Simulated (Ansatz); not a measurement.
Relaxation of a relaxed Rh cell displaced along its unstable phonon at q = (½, ½, 0) of its primitive reciprocal cell (41i cm⁻¹), largest move 0.15 Å; 4 atoms in the cell, which starts as C222₁ (No. 20), oS8; a = 2.684 Å, b = 6.680 Å, c = 6.680 Å, α = 90.00°, β = 90.00°, γ = 90.00°. All values below come from PBEsol (plane waves to 420 eV, PAW, scalar-relativistic; Ansatz, a first-principles code). Γ-centred k-mesh 14×14×14 on the run's cell (coarser than for final values), Fermi–Dirac smearing 0.05 eV. This is the first round of the run. 

The optimiser's lines from the output (shortened; P is positive under compression):

```
relax step   1: F+E_penalty+E_count = -25352.55513983 eV  Δ(F+E_penalty+E_count) = +0.000e0 eV  max|allowed force component| = 1.722e-1 eV/Å  Δτ_max = 0.0000 Å  P = -0.389 GPa  Ω = 59.873 Å³  (6 SCF iters, dr2 threshold 1.00e-7 eV, accepted)
relax step   2: F+E_penalty+E_count = -25352.57901734 eV  Δ(F+E_penalty+E_count) = -2.388e-2 eV  max|allowed force component| = 2.515e-1 eV/Å  Δτ_max = 0.0474 Å  P = +0.534 GPa  Ω = 59.539 Å³  (6 SCF iters, dr2 threshold 4.00e-7 eV, accepted)
relax step   3: F+E_penalty+E_count = -25352.72698680 eV  Δ(F+E_penalty+E_count) = -1.480e-1 eV  max|allowed force component| = 4.669e-1 eV/Å  Δτ_max = 0.1671 Å  P = +2.010 GPa  Ω = 58.758 Å³  (6 SCF iters, dr2 threshold 4.00e-7 eV, accepted)
relax step   4: F+E_penalty+E_count = -25352.91063117 eV  Δ(F+E_penalty+E_count) = -1.836e-1 eV  max|allowed force component| = 3.084e-1 eV/Å  Δτ_max = 0.1952 Å  P = +0.829 GPa  Ω = 58.784 Å³  (7 SCF iters, dr2 threshold 4.00e-7 eV, accepted)
relax step   5: F+E_penalty+E_count = -25352.92075914 eV  Δ(F+E_penalty+E_count) = -1.013e-2 eV  max|allowed force component| = 2.202e-1 eV/Å  Δτ_max = 0.1950 Å  P = +0.804 GPa  Ω = 58.761 Å³  (6 SCF iters, dr2 threshold 4.00e-7 eV, accepted)
relax step   6: F+E_penalty+E_count = -25352.94303159 eV  Δ(F+E_penalty+E_count) = -2.227e-2 eV  max|allowed force component| = 8.967e-2 eV/Å  Δτ_max = 0.0511 Å  P = +0.158 GPa  Ω = 58.855 Å³  (6 SCF iters, dr2 threshold 4.00e-7 eV, accepted)
relax step   7: F+E_penalty+E_count = -25352.94736667 eV  Δ(F+E_penalty+E_count) = -4.335e-3 eV  max|allowed force component| = 1.376e-2 eV/Å  Δτ_max = 0.0324 Å  P = -0.179 GPa  Ω = 58.963 Å³  (6 SCF iters, dr2 threshold 4.00e-7 eV, accepted)
relax step   8: F+E_penalty+E_count = -25352.94748213 eV  Δ(F+E_penalty+E_count) = -1.155e-4 eV  max|allowed force component| = 2.937e-3 eV/Å  Δτ_max = 0.0020 Å  P = -0.017 GPa  Ω = 58.916 Å³  (6 SCF iters, dr2 threshold 2.18e-7 eV, accepted)
relax step   9: F+E_penalty+E_count = -25352.94748945 eV  Δ(F+E_penalty+E_count) = -7.318e-6 eV  max|allowed force component| = 4.299e-4 eV/Å  Δτ_max = 0.0003 Å  P = +0.008 GPa  Ω = 58.908 Å³  (6 SCF iters, dr2 threshold 1.48e-9 eV, accepted)
relax step  10: F+E_penalty+E_count = -25352.94700593 eV  Δ(F+E_penalty+E_count) = +4.835e-4 eV  max|allowed force component| = 5.112e-4 eV/Å  Δτ_max = 0.0000 Å  P = +0.008 GPa  Ω = 58.908 Å³  stress off target by 1.02e-2 GPa  SCF on the basis re-selected at this cell (its energy is not comparable with the rows above)  (9 SCF iters)
```

From the first to the last row the energy changes by -0.10 eV/atom and the volume by -1.6 %. The last row is marked as not comparable with the walk above it, whose basis was carried along; it does compare with step 1, since both stand on a basis selected at the nominal cutoff for their own cell.

Later rounds, restarted from the end of this one on a renewed k-mesh, logged 6 more steps and released under 0.01 eV/atom more. The final structure after all rounds: Cmcm (No. 63), oS8; a = 2.637 Å, b = 6.752 Å, c = 6.618 Å, α = β = γ = 90.00°. Between re-selections the logged energies stand on a plane-wave basis carried along with the cell. No spin polarisation in the result.

The run could not lose the symmetry of its start, so the end can be a saddle point.

The relaxed structure here is a generated cell of Rh: the first start was made by placing the elements on the sites of a structure type, and the end was not matched to a known phase here, so it may be hypothetical. Known forms of Rh include space group No. 225.
